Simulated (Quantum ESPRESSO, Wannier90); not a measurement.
# Wannierisation of CsCl (CsCl type)

```xyz
2
Lattice="4.1437 0.0000 0.0000 0.0000 4.1437 0.0000 0.0000 0.0000 4.1437" Properties=species:S:1:pos:R:3 pbc="T T T"
Cs     0.0000     0.0000     0.0000
Cl     2.0718     2.0718     2.0718
```

Materials Project entry mp-22865; symmetrised, unrelaxed at this level. COD (Crystallography Open Database) has the formula in 2 space groups, this one among them (matched by group alone). Computed values, not measurements, from PBEsol: Quantum ESPRESSO (norm-conserving PseudoDojo potentials, cutoff 47 Ry, spinors with spin-orbit coupling) on a Γ-centred 6×6×6 mesh, then Wannier90. Density: 8×8×8 mesh, cold smearing 0.01 Ry.

Bands 3-4 form an isolated set from -12.24 to -12.03 eV relative to the valence-band maximum (on the path) and are turned into 2 Wannier functions by minimising the spread from the start: atomic waves Cl 3s.

Problem. Where do the functions sit, how wide are they and what are they made of?

Solution. 
| functions | spread (Å²) | nearest atom, distance (Å) | second atom, distance (Å) | weight on atomic waves |
|---|---|---|---|---|
| 2 | 0.91 | Cl 0.00 | Cs 3.59 | Cl 3s 94 %, Cs 6s 5 % |

Ω_I = 1.83 Å², Ω_total = 1.83 Å²; the interpolated bands follow pw.x to 0.0 meV rms on the path. Only this start was tried; a symmetric start can stop on a saddle, and mixtures of these functions could lower the total by at most Ω_total − Ω_I.
